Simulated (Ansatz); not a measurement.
**Al2O3, one structure, two calculations**

Cell: a measured structure from the Crystallography Open Database (COD), its atoms then relaxed with PBE in this cell.

Space group R-3c:H (No. 167); a = 4.7605, c = 12.9956 Å, γ = 120.00°.

| site | Wyckoff | site symmetry | x | y | z |
| --- | --- | --- | --- | --- | --- |
| Al | 12c | 3. | 0.0000 | 0.0000 | 0.8521 |
| O | 18e | .2 | 0.9731 | 0.3333 | 0.0833 |

One atom of each set is listed; the run and its k-mesh use a cell of 10 atoms with edges of 5.13, 5.13, 5.13 Å.

First run. Level of theory: DFT, PBE, plane waves and PAW, scalar-relativistic, 420 eV cutoff, Γ-centred 8×8×8 k-points, Fermi–Dirac smearing 0.02 eV (Ansatz 0.2.0).

```csv
site,V_zz (10²¹ V/m²),η
Al,0.56,0.00
O,-3.88,0.51
```

Second run. The same atoms and settings, except that the functional is LDA.

(1) Given the first result, estimate the second.

## Answers

(1) 

```json
{"site": "Al", "V_zz": "0.57", "η": "0.00", "change of V_zz": "+0.01"}
{"site": "O", "V_zz": "-3.76", "η": "0.51", "change of V_zz": "+0.12"}
```

The largest change of V_zz is on O, from -3.88 to -3.76. In per cent, |V_zz| changes by +2 on Al, -3 on O (all sites that start above 0.5).

For the first run: At this cell the PBE pressure is 7 GPa, so with PBE the cell would grow if it were relaxed.
For the second run: At this cell the LDA pressure is -5 GPa, so with LDA the cell would shrink if it were relaxed.
